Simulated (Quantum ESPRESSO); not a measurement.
# Band energies of CaC₂ at +1 % isotropic strain

```
CELL_PARAMETERS angstrom
     -1.92907     1.92907     3.20032
      1.92907    -1.92907     3.20032
      1.92907     1.92907    -3.20032
ATOMIC_POSITIONS crystal
  C  0.59869 0.59869 0.00000
  C  0.40131 0.40131 0.00000
  Ca 0.00000 0.00000 0.00000
```

PBEsol (Quantum ESPRESSO, PseudoDojo norm-conserving, 82 Ry, without SOC); path ΓXYSΓZS1NPY1Z,XP; energies in eV from the valence-band maximum.

```csv
k (1/Å),point,band 5,band 6,band 7,band 8,band 9,band 10,band 11,band 12
0.00,Γ,-12.87,-2.74,-2.26,-0.97,-0.97,3.11,3.11,4.30
0.31,,-12.76,-2.84,-2.48,-1.24,-1.14,2.65,3.85,4.89
0.63,,-12.58,-3.04,-2.84,-1.41,-1.26,1.83,5.61,6.07
0.94,,-12.53,-3.05,-2.87,-1.56,-1.10,1.26,5.92,6.44
1.15,X,-12.53,-3.09,-2.76,-1.59,-1.08,1.14,5.73,6.50
1.29,,-12.52,-3.19,-2.73,-1.72,-0.99,1.35,5.76,6.60
1.57,Y,-12.46,-3.73,-2.53,-2.16,-0.65,2.76,5.98,6.13
1.70,,-12.45,-3.91,-2.53,-2.15,-0.54,3.41,5.68,6.12
2.09,S,-12.44,-4.16,-2.77,-1.82,-0.41,4.91,5.39,6.10
2.49,,-12.47,-3.33,-3.21,-1.73,-1.02,3.77,4.46,6.28
2.79,,-12.68,-2.93,-2.67,-1.35,-1.22,3.20,3.57,5.19
3.10,,-12.86,-2.75,-2.29,-1.00,-1.00,3.11,3.14,4.37
3.20,Γ,-12.87,-2.74,-2.26,-0.97,-0.97,3.11,3.11,4.30
3.39,,-12.84,-3.42,-1.50,-1.06,-1.06,3.41,3.41,4.16
3.69,,-12.71,-4.28,-1.36,-1.36,-0.35,3.66,4.71,4.71
3.98,,-12.61,-4.57,-1.57,-1.57,0.00,3.25,5.90,6.24
4.18,Z,-12.59,-4.59,-1.61,-1.61,0.00,3.16,5.88,6.31
4.39,,-12.56,-4.52,-1.90,-1.66,-0.07,3.51,6.26,6.52
4.70,S1,-12.44,-4.16,-2.77,-1.82,-0.41,4.91,5.39,6.10
5.04,,-12.40,-4.23,-2.61,-1.83,-0.71,4.81,5.74,5.93
5.27,N,-12.40,-4.33,-2.38,-1.83,-0.85,4.76,5.81,6.09
5.37,,-12.40,-4.31,-2.38,-1.86,-0.83,4.65,5.38,6.32
5.68,,-12.46,-3.99,-2.31,-2.13,-0.61,3.80,3.96,6.71
5.98,,-12.51,-3.57,-2.34,-2.33,-0.42,3.24,3.25,6.79
6.09,P,-12.51,-3.53,-2.35,-2.35,-0.41,3.20,3.20,6.76
6.36,,-12.50,-3.53,-2.58,-1.97,-0.65,2.23,4.66,6.74
6.64,,-12.47,-3.62,-2.58,-2.08,-0.72,2.42,5.83,6.43
6.73,Y1,-12.46,-3.73,-2.53,-2.16,-0.65,2.76,5.98,6.13
6.89,,-12.46,-4.06,-2.32,-2.24,-0.44,3.93,5.26,6.17
7.14,,-12.52,-4.42,-2.00,-1.93,-0.17,3.98,5.84,6.28
7.38,,-12.58,-4.58,-1.64,-1.64,-0.01,3.22,5.93,6.35
7.46,Z,-12.59,-4.59,-1.61,-1.61,0.00,3.16,5.88,6.31
7.46,X,-12.53,-3.09,-2.76,-1.59,-1.08,1.14,5.73,6.50
7.56,,-12.53,-3.14,-2.74,-1.65,-1.00,1.25,5.56,6.51
7.95,P,-12.51,-3.53,-2.35,-2.35,-0.41,3.20,3.20,6.76
```

The PBEsol gap is indirect, 1.14 eV, from 90 % of the way from Γ to Z to X; the smallest direct gap is 2.22 eV. Another valence extremum on the path lies within 0.02 eV, too close to call.

Geometry strained from the cell relaxed with PBEsol, atoms relaxed again.

The structure is a Materials Project entry; no match was found in the copy of COD used, and its stability was not checked.
